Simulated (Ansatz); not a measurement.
Bi (A7 type, space group R-3m)

```xyz
2
Lattice="2.2668 1.3088 3.8846 -2.2668 1.3088 3.8846 0.0000 -2.6175 3.8846" Properties=species:S:1:pos:R:3 pbc="T T T"
Bi     0.0000     0.0000     2.7643
Bi     0.0000     0.0000     8.8895
```

In each cell atom 1 (Bi, nearest neighbour Bi at 3.091 Å; its periodic images, 4.5 Å or more away, move with it) moves by s·(-0.733, 0.423, -0.532) (towards the nearest neighbour), the rest being held.

Level of theory: PBE-D3(BJ) (plane waves to 420 eV, PAW, scalar-relativistic; Ansatz, a program for electronic structure). k mesh 10×10×10 (Γ-centred), Fermi-Dirac smearing 0.05 eV. The energy includes the smearing's −TS. With partly filled bands, energies and forces of such displacements shift with the k mesh and the smearing. Bi was relaxed with its symmetry unable to fall. Spin-orbit coupling is left out, though Bi is heavy. The PAW data are Ansatz's earlier set. ΔE is measured from the undisplaced structure.

The scan covers s from -0.620 to 0.620 Å in 11 points.

Is this a single well or a double well?

A single well with its minimum at or next to zero displacement.

Is the energy the same for displacements of ±0.620 Å, and if not, which side lies higher?

Not even: the positive side lies higher at ±0.620 Å. With its periodic images moving along, the atom's site symmetry in this cell is 3m.

What is the energy change at s = 0.620 Å?

1405 meV/cell.

What is the force constant k = d²E/ds² of this move at s = 0?

2.14 eV/Å².

(For displaced atoms, the force is minus the slope of the energy, and its curvature is a force constant, which sets phonon frequencies.)
